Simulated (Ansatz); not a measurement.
**KMgH3: levels and charges under dearer methods**

A database entry relaxed whole under r2SCAN at zero pressure (Pm-3m, No. 221):

```yaml
crystal:
  lattice:
    - [3.99314, 0.00000, 0.00000]
    - [0.00000, 3.99314, 0.00000]
    - [0.00000, 0.00000, 3.99314]
  atoms:
    - { symbol: K, position: [0.00000, 0.00000, 0.00000] }
    - { symbol: Mg, position: [0.50000, 0.50000, 0.50000] }
    - { symbol: H, position: [0.00000, 0.50000, 0.50000] }
    - { symbol: H, position: [0.50000, 0.00000, 0.50000] }
    - { symbol: H, position: [0.50000, 0.50000, 0.00000] }
```

Its volume is 12.73 Å³ an atom, -2.4 % against the entry's 13.04, a cell as deposited in COD (1990).

Single points on this cell with plane-wave PAW DFT (Ansatz 0.2.0; r2SCAN 500 eV, hybrids 420 eV; fermi-dirac occupations of width 0.020 eV; no moments): r2SCAN on a 8×8×8 Γ-centred mesh; HSE06 on a 6×6×6 Γ-centred mesh; PBE0 on a 6×6×6 Γ-centred mesh.

Task: How do gap, pressure and charges move from level to level?

Result: The runs give:

```tsv
level	gap (eV), or kind	pressure (GPa)	Bader charge of K (e)	Bader charge of Mg (e)	Bader charge of H (e)
r2SCAN	3.20	0.0	+0.78	+1.65	-0.81
HSE06	3.56	0.2	+0.78	+1.64	-0.81
PBE0	4.28	0.2	+0.78	+1.64	-0.81
```

Under r2SCAN the gap is 3.20 eV, over mesh and band path. HSE06 moves it by +0.35 eV and PBE0 by +1.07 eV; PBE0 keeps its exact exchange at long range, which widens the gap over HSE06's by 0.72 eV on their common mesh.

Caveats: the relaxation kept the start's symmetry; HSE06 is read on its mesh and at the zone's corners, PBE0 on its mesh alone; hybrid pressures are good to a few tenths of a GPa; pressure is positive in compression.
